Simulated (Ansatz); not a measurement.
## NbRu₃: stiffness from a series of strains

```yaml
crystal:
  lattice:
    - [3.88000, 0.00000, 0.00000]
    - [0.00000, 3.88000, 0.00000]
    - [0.00000, 0.00000, 3.88000]
  atoms:
    - { symbol: Nb, position: [0.00000, 0.00000, 0.00000] }
    - { symbol: Ru, position: [0.00000, 0.50000, 0.50000] }
    - { symbol: Ru, position: [0.50000, 0.00000, 0.50000] }
    - { symbol: Ru, position: [0.50000, 0.50000, 0.00000] }
```

Atoms are numbered in the order listed.

The geometry is COD entry 2310239, unchecked; take it as a test cell.

Spin polarisation is left out, and whether a magnetic state lies lower isn't shown here.

The calculation used DFT, LDA, all-electron LAPW, scalar-relativistic (Ansatz 0.2.0).

The runs use a Γ-centred 9×9×9 k mesh, Fermi–Dirac smearing of 0.05 eV, basis error target 1 meV/atom, no spin polarisation.

The strain is applied along the Cartesian axes of the cell as listed (the other components stay zero). Fractional coordinates are held (clamped ions).

σ is the change of stress from the unstrained cell, which is at -11.39 GPa; tension is positive, so slopes are stress–strain coefficients at that pressure. In a metal the k mesh adds noise.

Only quantities that a quadratic follows smoothly over the whole series are listed; rougher ones are left out.

```
εxx = εyy  σzz (GPa)  σxx (GPa)
  -0.0200      -8.91     -12.79
   0.0000       0.00       0.00
   0.0100       3.93       5.36
   0.0200       7.43      10.17
```

(1) Fit the series and read off the stiffness at zero strain.

(2) One run, at εxx = εyy = -0.0100, is withheld. Predict its row.

Results:

(1) Least-squares fits y = p0 + p1 x + p2 x² to the rows give σzz (GPa): p1 = 409, p2 = -1900; σxx (GPa): p1 = 574, p2 = -3200. So 2 C12 = 409 GPa and C11 + C12 = 574 GPa.

(2) The fits give -4.26, -6.08; the run gave -4.29, -6.02.
